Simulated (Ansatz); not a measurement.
# Co — contact hyperfine fields

Cell: a COD entry, ions relaxed with PBE at fixed cell.

```xyz
2
Lattice="2.5074 0.0000 0.0000 -1.2537 2.1715 0.0000 0.0000 0.0000 4.0699" Properties=species:S:1:pos:R:3 pbc="T T T"
Co    0.0000    1.4476    1.0175
Co    1.2537    0.7238    3.0524
```

Atoms are numbered from 1 in the order listed; like atoms form one site, named after its first atom.

Level of theory: DFT, PBE, plane waves and PAW, scalar-relativistic, collinear spin, 420 eV cutoff, Γ-centred 15×15×8 k-points, Fermi–Dirac smearing 0.05 eV (Ansatz 0.2.0). Start moments as typed (μB): -2 2 by atom.

B_c = (2μ₀/3)μB(ρ↑ − ρ↓), with the spin density averaged over the Thomson radius around the nucleus, 7.77 T per e/Å³, positive along the up direction of the run. The valence column is what the valence and semicore waves of the PAW files give as listed; the rest comes from solving these waves and the inner shells again in each spin's potential.

**Question.** What moments and contact fields does each site carry?

**Answer.** The cell's net moment is 3.28 μB; the site moments, counted in spheres around the atoms, add up to 3.44 μB, and the difference lies between the spheres. One atom of each set is listed.

```csv
site,atom,m (μB),B_c (T),valence column (T),rest (T)
Co,1,1.72,-26.0,8.9,-35.0
```

On Co the field amounts to -15.1 T per μB of the site's moment: core polarisation sets it against the moment.

The run lost its antiparallel start and ended with all moments parallel. The run finds no gap above 0.1 eV, so moments and fields hang on the k-mesh and the smearing. Semilocal functionals underestimate the core's part of the field; in a metal the conduction electrons' part and a positive orbital field can offset that, so a measured field can be larger or smaller. Orbital and dipolar fields are left out.

The run took 73 s of wall time (73 s of CPU time) and 0.47 GiB at its peak, on 1 thread of Arm Neoverse N1 (aarch64; 28 cores open to the job, memory cap 3.0 GiB, no GPU), a shared host with a load of 0.5 a core.
